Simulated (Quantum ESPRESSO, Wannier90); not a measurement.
# HfIN (R-3m): Wannier90 run

Materials Project entry mp-567441; symmetrised, unrelaxed at this level. Not found in the COD (Crystallography Open Database) copy used; not checked further. Computed values, not measurements, from PBEsol: Quantum ESPRESSO (norm-conserving PseudoDojo potentials, cutoff 68 Ry, spinors with spin-orbit coupling) on a Γ-centred 4×4×4 mesh, then Wannier90. Density: 10×10×10 mesh, Gaussian smearing 0.01 Ry. The cell is built of weakly bound layers, chains or molecules. Database cells relaxed without dispersion often hold them too far apart, which can enlarge gaps and weakens couplings between them; spacing and stacking were not compared with the measured crystal.

```
begin unit_cell_cart
ang
   -1.8463800065    3.1980239813    0.0000000000
   -3.6927600130    0.0000000000    0.0000000000
   -1.8463800065    1.0660079938   10.7786500000
end unit_cell_cart
mp_grid = 4 4 4
```

Task: Which shells of neighbouring k-points and which b-vectors and weights does Wannier90 pick for this cell and mesh?

Result: 
```
 *---------------------------------- K-MESH ----------------------------------*
 +----------------------------------------------------------------------------+
 |                    Distance to Nearest-Neighbour Shells                    |
 |                    ------------------------------------                    |
 |          Shell             Distance (Ang^-1)          Multiplicity         |
 |          -----             -----------------          ------------         |
 |             1                   0.145732                      2            |
 |             2                   0.291464                      2            |
 |             3                   0.437197                      2            |
 |             4                   0.493573                      6            |
 |             5                   0.500694                      6            |
 |             6                   0.528215                      6            |
 |             7                   0.547950                      6            |
 |             8                   0.582929                      2            |
       ... (lines left out)
 +----------------------------------------------------------------------------+
 | The b-vectors are chosen automatically                                     |
 | The following shells are used:                       1,  4                 |
 +----------------------------------------------------------------------------+
 |                        Shell   # Nearest-Neighbours                        |
 |                        -----   --------------------                        |
 |                          1               2                                 |
 |                          2               6                                 |
 +----------------------------------------------------------------------------+
 | Completeness relation is fully satisfied [Eq. (B1), PRB 56, 12847 (1997)]  |
 +----------------------------------------------------------------------------+
 |                  b_k Vectors (Ang^-1) and Weights (Ang^2)                  |
 |                  ----------------------------------------                  |
 |            No.         b_k(x)      b_k(y)      b_k(z)        w_b           |
 |            ---        --------------------------------     --------        |
 |             1         0.000000    0.000000    0.145732    23.082293        |
 |             2         0.000000    0.000000   -0.145732    23.082293        |
 |             3        -0.425372   -0.245589   -0.048577     1.381664        |
 |             4         0.000000    0.491177   -0.048577     1.381664        |
 |             5        -0.425372    0.245589    0.048577     1.381664        |
 |             6         0.425372    0.245589    0.048577     1.381664        |
 |             7         0.000000   -0.491177    0.048577     1.381664        |
 |             8         0.425372   -0.245589   -0.048577     1.381664        |
```
